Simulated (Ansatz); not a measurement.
Starting cell, KF (rock salt):

```
CELL_PARAMETERS angstrom
      0.00000     5.42078     5.42078
      2.71039     2.71039     5.42078
      2.71039     2.71039     0.00000
ATOMIC_POSITIONS crystal
  F  0.00000 0.00000 0.00000
  F  0.50000 0.00000 0.00000
  K  0.00000 0.50000 0.50000
  K  0.50000 0.50000 0.50000
```

The atoms are displaced by Q × the pattern below (from a DFPT mode at X = (0.5, 0.5, 0.0), largest move 1; Q in Å), at fixed cell. (q is in reciprocal vectors of the primitive cell; the cell shown is doubled to hold the pattern.)

```
atom      x      y       z
----  -----  -----  ------
F1    0.000  0.000  -0.061
F2    0.000  0.000   0.061
K3    0.000  0.000  -1.000
K4    0.000  0.000   1.000
```

Level of theory: PBE (plane waves to 420 eV, PAW, scalar-relativistic; Ansatz, a quantum-chemistry and plane-wave program). k mesh 11×11×11 (Γ-centred), Fermi-Dirac smearing 0.05 eV. Energies are smeared free energies. KF was relaxed with its symmetry unable to fall. ΔE is measured from the undisplaced structure.

```json
[
 {"Q (Å)": "-0.2800", "ΔE (meV/cell)": "withheld"},
 {"Q (Å)": "-0.2333", "ΔE (meV/cell)": "215"},
 {"Q (Å)": "-0.1867", "ΔE (meV/cell)": "136"},
 {"Q (Å)": "-0.1400", "ΔE (meV/cell)": "76"},
 {"Q (Å)": "-0.0933", "ΔE (meV/cell)": "33"},
 {"Q (Å)": "-0.0467", "ΔE (meV/cell)": "8"},
 {"Q (Å)": "0.0000", "ΔE (meV/cell)": "0"},
 {"Q (Å)": "0.0467", "ΔE (meV/cell)": "8"},
 {"Q (Å)": "0.0933", "ΔE (meV/cell)": "33"},
 {"Q (Å)": "0.1400", "ΔE (meV/cell)": "76"},
 {"Q (Å)": "0.1867", "ΔE (meV/cell)": "136"},
 {"Q (Å)": "0.2333", "ΔE (meV/cell)": "215"},
 {"Q (Å)": "0.2800", "ΔE (meV/cell)": "withheld"}
]
```

Q: Fit an even polynomial form (powers 2, 4) to the given rows and predict ΔE at Q = -0.2800.

A: Least squares on the 11 given rows: ΔE = (3814)·Q² + (2507)·Q⁴, in meV/cell with Q in Å; root-mean-square residual 0.2 meV/cell. At -0.2800 the fit gives 314 meV/cell; the calculation gives 314 meV/cell, the same to the digits shown. The quadratic term alone would give 299 meV/cell.

(For displaced atoms, the force is minus the slope of the energy, and its curvature is a force constant, which sets phonon frequencies.)
